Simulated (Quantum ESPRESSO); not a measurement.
Al4V2MgW, finding a planted mistake in a log

Simulated, not a measurement. The program is pw.x of Quantum ESPRESSO 7.5 (plane-wave density functional theory). The cell is made up: eight metal atoms on a face-centred cubic lattice, with elements, volume, strain and displacements drawn at random and not relaxed, so it may be unstable or far from any real phase. PseudoDojo standard norm-conserving files set the functional (PBE unless stated); there is no spin polarisation or spin-orbit coupling, the Fermi-Dirac width of 0.25 eV means electrons at about 2900 K, and the masses in the input are unused placeholders. Heavy elements are run without spin-orbit coupling, which real alloys of them have. A spin test at this wide smearing found no moment, but such smearing suppresses magnetism that the real alloy may have.

Intended input:

```
&control calculation='scf', pseudo_dir='./dojo.nc.sr.pbe.v0_5.standard.upf', outdir='./o', disk_io='minimal', tprnfor=.true., tstress=.true. /
&system ibrav=0, nat=8, ntyp=4, nbnd=44, ecutwfc=84.00895049, nosym=.true., tot_charge=0,
 occupations='smearing', smearing='fd', degauss=0.0183746611
/
&electrons conv_thr=1.470e-08, electron_maxstep=70, mixing_beta=0.5 /
ATOMIC_SPECIES
Al 1.0 Al.upf
Mg 1.0 Mg.upf
V 1.0 V.upf
W 1.0 W.upf
CELL_PARAMETERS angstrom
-3.9139 0.0 0.0
-1.9569 -3.9139 -1.9569
-1.9569 -3.9139 5.8708
ATOMIC_POSITIONS angstrom
Al 0.0288 -0.0808 0.0304
V -1.9796 -4.0193 1.893
Al -1.9005 -1.9364 0.2315
Al -3.8561 -5.929 2.0725
V -4.0121 -3.865 3.9095
Mg -3.8474 -3.8859 0.0828
W -3.8519 -1.8933 1.9429
Al -5.8914 -5.9231 3.9287
K_POINTS automatic
8 6 4 1 1 1
```

The log is shortened where brackets say so; the opening notice, blank lines, dates and the lines on written files are dropped, and the path of the files is cut. It prints rydbergs, bohrs and kilobars, and counts compression as positive stress. Its total energy is the free energy E - TS of the whole cell.

Log of the intended run:

```
     Program PWSCF v.7.5
     Parallel version (MPI & OpenMP), running on       4 processor cores
     Number of MPI processes:                 4
     Threads/MPI process:                     1
     [start-up lines left out]
     bravais-lattice index     =            0
     lattice parameter (alat)  =       7.3962  a.u.
     unit-cell volume          =     809.1895 (a.u.)^3
     number of atoms/cell      =            8
     number of atomic types    =            4
     number of electrons       =        62.00
     number of Kohn-Sham states=           44
     kinetic-energy cutoff     =      84.0090  Ry
     charge density cutoff     =     336.0358  Ry
     scf convergence threshold =      1.5E-08
     mixing beta               =       0.5000
     number of iterations used =            8  plain     mixing
     Exchange-correlation= PBE
                           (   1   4   3   4   0   0   0)
     [axes and pseudopotential details left out]
   Cartesian axes
     site n.     atom                  positions (alat units)
         1        Al     tau(   1) = (   0.0073584  -0.0206444   0.0077672  )
         2        V      tau(   2) = (  -0.5057871  -1.0269297   0.4836608  )
         3        Al     tau(   3) = (  -0.4855770  -0.4947495   0.0591482  )
         4        Al     tau(   4) = (  -0.9852321  -1.5148573   0.5295230  )
         5        V      tau(   5) = (  -1.0250901  -0.9875061   0.9988758  )
         6        Mg     tau(   6) = (  -0.9830093  -0.9928460   0.0211554  )
         7        W      tau(   7) = (  -0.9841590  -0.4837374   0.4964102  )
         8        Al     tau(   8) = (  -1.5052505  -1.5133499   1.0037814  )
     number of k points=    96  Fermi-Dirac smearing, width (Ry)=  0.0184
                       cart. coord. in units 2pi/alat
        k(    1) = (  -0.0625000  -0.0625007   0.0208336), wk =   0.0208333
        k(    2) = (  -0.0625000  -0.1249999   0.1458352), wk =   0.0208333
     [further k points left out]
     Dense  grid:    84203 G-vectors     FFT dimensions: (  45,  54,  81)
     Estimated max dynamical RAM per process >     299.44 MB
     Estimated total dynamical RAM >       1.11 GB
     Initial potential from superposition of free atoms
     starting charge      61.9868, renormalised to      62.0000
     Starting wfcs are   51 randomized atomic wfcs
     total cpu time spent up to now is       11.4 secs
     per-process dynamical memory:   245.7 Mb
     Self-consistent Calculation
     iteration #  1     ecut=    84.01 Ry     beta= 0.50
     Davidson diagonalization with overlap
     ethr =  1.00E-02,  avg # of iterations =  4.3
     Threshold (ethr) on eigenvalues was too large:
     Diagonalizing with lowered threshold
     Davidson diagonalization with overlap
     ethr =  5.20E-04,  avg # of iterations =  2.5
     total cpu time spent up to now is       68.2 secs
     total energy              =    -584.13286016 Ry
     estimated scf accuracy    <       0.32333957 Ry
     iteration #  2     ecut=    84.01 Ry     beta= 0.50
     Davidson diagonalization with overlap
     ethr =  5.22E-04,  avg # of iterations =  5.3
     total cpu time spent up to now is       99.4 secs
     total energy              =    -583.95551511 Ry
     estimated scf accuracy    <       2.90217439 Ry
     [iterations 3 to 10 left out]
     iteration # 11     ecut=    84.01 Ry     beta= 0.50
     Davidson diagonalization with overlap
     ethr =  1.47E-09,  avg # of iterations =  2.0
     total cpu time spent up to now is      324.8 secs
     total energy              =    -584.25010331 Ry
     estimated scf accuracy    <       0.00000009 Ry
     iteration # 12     ecut=    84.01 Ry     beta= 0.50
     Davidson diagonalization with overlap
     ethr =  1.38E-10,  avg # of iterations =  2.7
     total cpu time spent up to now is      349.4 secs
     End of self-consistent calculation
     [lines on levels left out]
!    total energy              =    -584.25010332 Ry
     estimated scf accuracy    <          5.0E-09 Ry
     smearing contrib. (-TS)   =      -0.09260035 Ry
     internal energy E=F+TS    =    -584.15750297 Ry
     The total energy is F=E-TS. E is the sum of the following terms:
     one-electron contribution =    -340.90700261 Ry
     hartree contribution      =     189.56230746 Ry
     xc contribution           =    -103.81067644 Ry
     ewald contribution        =    -329.00213138 Ry
     convergence has been achieved in  12 iterations
     Forces acting on atoms (cartesian axes, Ry/au):
     atom    1 type  1   force =    -0.00245584    0.00534005   -0.01901561
     atom    2 type  3   force =     0.02507083    0.01334380    0.07050698
     atom    3 type  1   force =    -0.00281181    0.00506455   -0.06505634
     atom    4 type  1   force =    -0.03068010    0.00742349   -0.03196776
     atom    5 type  3   force =     0.03343823   -0.01387713   -0.00591265
     atom    6 type  2   force =    -0.01526985    0.00530367   -0.00788681
     atom    7 type  4   force =    -0.01258702   -0.05719713    0.06726501
     atom    8 type  1   force =     0.00529557    0.03459872   -0.00793283
     Total force =     0.152872     Total SCF correction =     0.000236
     Computing stress (Cartesian axis) and pressure
          total   stress  (Ry/bohr**3)                   (kbar)     P=       68.62
   0.00036729   0.00002910   0.00002008           54.03        4.28        2.95
   0.00002910   0.00043735   0.00004132            4.28       64.34        6.08
   0.00002008   0.00004132   0.00059473            2.95        6.08       87.49
     init_run     :     10.12s CPU     10.65s WALL (       1 calls)
     electrons    :    335.84s CPU    338.09s WALL (       1 calls)
     forces       :      3.66s CPU      3.74s WALL (       1 calls)
     stress       :     13.57s CPU     13.58s WALL (       1 calls)
     [timing details left out]
     PWSCF        :   6m 3.93s CPU   6m 6.96s WALL
     JOB DONE.
```

A second run was made from an input with one planted mistake. Its log:

```
     Program PWSCF v.7.5
     Parallel version (MPI & OpenMP), running on       4 processor cores
     Number of MPI processes:                 4
     Threads/MPI process:                     1
     [start-up lines left out]
     bravais-lattice index     =            0
     lattice parameter (alat)  =       7.3962  a.u.
     unit-cell volume          =     809.1895 (a.u.)^3
     number of atoms/cell      =            8
     number of atomic types    =            4
     number of electrons       =        62.00
     number of Kohn-Sham states=           44
     kinetic-energy cutoff     =      84.0090  Ry
     charge density cutoff     =     336.0358  Ry
     scf convergence threshold =      1.5E-08
     mixing beta               =       0.5000
     number of iterations used =            8  plain     mixing
     Exchange-correlation= PBESOL
                           (   1   4  10   8   0   0   0)
     [axes and pseudopotential details left out]
   Cartesian axes
     site n.     atom                  positions (alat units)
         1        Al     tau(   1) = (   0.0073584  -0.0206444   0.0077672  )
         2        V      tau(   2) = (  -0.5057871  -1.0269297   0.4836608  )
         3        Al     tau(   3) = (  -0.4855770  -0.4947495   0.0591482  )
         4        Al     tau(   4) = (  -0.9852321  -1.5148573   0.5295230  )
         5        V      tau(   5) = (  -1.0250901  -0.9875061   0.9988758  )
         6        Mg     tau(   6) = (  -0.9830093  -0.9928460   0.0211554  )
         7        W      tau(   7) = (  -0.9841590  -0.4837374   0.4964102  )
         8        Al     tau(   8) = (  -1.5052505  -1.5133499   1.0037814  )
     number of k points=    96  Fermi-Dirac smearing, width (Ry)=  0.0184
                       cart. coord. in units 2pi/alat
        k(    1) = (  -0.0625000  -0.0625007   0.0208336), wk =   0.0208333
        k(    2) = (  -0.0625000  -0.1249999   0.1458352), wk =   0.0208333
     [further k points left out]
     Dense  grid:    84203 G-vectors     FFT dimensions: (  45,  54,  81)
     Estimated max dynamical RAM per process >     299.44 MB
     Estimated total dynamical RAM >       1.11 GB
     Initial potential from superposition of free atoms
     starting charge      61.9875, renormalised to      62.0000
     Starting wfcs are   51 randomized atomic wfcs
     total cpu time spent up to now is       12.1 secs
     per-process dynamical memory:   245.2 Mb
     Self-consistent Calculation
     iteration #  1     ecut=    84.01 Ry     beta= 0.50
     Davidson diagonalization with overlap
     ethr =  1.00E-02,  avg # of iterations =  4.2
     Threshold (ethr) on eigenvalues was too large:
     Diagonalizing with lowered threshold
     Davidson diagonalization with overlap
     ethr =  5.16E-04,  avg # of iterations =  2.4
     total cpu time spent up to now is       69.2 secs
     total energy              =    -583.58199252 Ry
     estimated scf accuracy    <       0.32244402 Ry
     iteration #  2     ecut=    84.01 Ry     beta= 0.50
     Davidson diagonalization with overlap
     ethr =  5.20E-04,  avg # of iterations =  5.4
     total cpu time spent up to now is       99.5 secs
     total energy              =    -583.40345536 Ry
     estimated scf accuracy    <       2.83011696 Ry
     [iterations 3 to 10 left out]
     iteration # 11     ecut=    84.01 Ry     beta= 0.50
     Davidson diagonalization with overlap
     ethr =  9.86E-10,  avg # of iterations =  2.0
     total cpu time spent up to now is      323.3 secs
     total energy              =    -583.69606037 Ry
     estimated scf accuracy    <       0.00000006 Ry
     iteration # 12     ecut=    84.01 Ry     beta= 0.50
     Davidson diagonalization with overlap
     ethr =  9.14E-11,  avg # of iterations =  2.3
     total cpu time spent up to now is      343.6 secs
     End of self-consistent calculation
     [lines on levels left out]
!    total energy              =    -583.69606038 Ry
     estimated scf accuracy    <          3.0E-09 Ry
     smearing contrib. (-TS)   =      -0.09313559 Ry
     internal energy E=F+TS    =    -583.60292478 Ry
     The total energy is F=E-TS. E is the sum of the following terms:
     one-electron contribution =    -341.14341538 Ry
     hartree contribution      =     189.39848676 Ry
     xc contribution           =    -102.85586478 Ry
     ewald contribution        =    -329.00213138 Ry
     convergence has been achieved in  12 iterations
     Forces acting on atoms (cartesian axes, Ry/au):
     atom    1 type  1   force =    -0.00215946    0.00365488   -0.01880372
     atom    2 type  3   force =     0.02472430    0.01350590    0.06896387
     atom    3 type  1   force =    -0.00294024    0.00444165   -0.06069765
     atom    4 type  1   force =    -0.03017194    0.00768003   -0.03434024
     atom    5 type  3   force =     0.03264640   -0.01147053   -0.01008906
     atom    6 type  2   force =    -0.01492213    0.00397608   -0.00512755
     atom    7 type  4   force =    -0.01256927   -0.05776073    0.06997262
     atom    8 type  1   force =     0.00539235    0.03597271   -0.00987826
     Total force =     0.152176     Total SCF correction =     0.000185
     Computing stress (Cartesian axis) and pressure
          total   stress  (Ry/bohr**3)                   (kbar)     P=       33.52
   0.00013929   0.00003117   0.00002067           20.49        4.58        3.04
   0.00003117   0.00019466   0.00003719            4.58       28.64        5.47
   0.00002067   0.00003719   0.00034954            3.04        5.47       51.42
     init_run     :     10.20s CPU     10.72s WALL (       1 calls)
     electrons    :    329.53s CPU    331.53s WALL (       1 calls)
     forces       :      3.62s CPU      3.62s WALL (       1 calls)
     stress       :     12.32s CPU     12.33s WALL (       1 calls)
     [timing details left out]
     PWSCF        :   5m57.03s CPU   5m59.60s WALL
     JOB DONE.
```

Question: the log repeats what the program read. Compare it with the intended run: what was wrong in the second input?

Answer: the files are those of another functional. The input lines that differ:

```
- &control calculation='scf', pseudo_dir='./dojo.nc.sr.pbe.v0_5.standard.upf', outdir='./o', disk_io='minimal', tprnfor=.true., tstress=.true. /
+ &control calculation='scf', pseudo_dir='./dojo.nc.sr.pbesol.v0_4_1.standard.upf', outdir='./o', disk_io='minimal', tprnfor=.true., tstress=.true. /
```

```
                                            intended run  run with the mistake
                          free energy (eV)     -7949.128             -7941.589
         entropy term -TS, part of it (eV)        -1.260                -1.267
                            pressure (GPa)          6.86                  3.35
size of the largest force component (eV/Å)         1.813                 1.799
largest change of a force component (eV/Å)                               0.112
                                iterations            12                    12
```

For scale, a rerun of the intended cell at a higher cutoff and on a denser mesh moved values by no more than 0.002 eV in energy, 0.02 GPa in stress and 0.005 eV/Å in force, and a second program with other atomic files agreed on that cell to 2 % rms in force and 0.5 GPa in pressure. Files of another functional or element have another zero of energy, so the energy change says nothing on stability.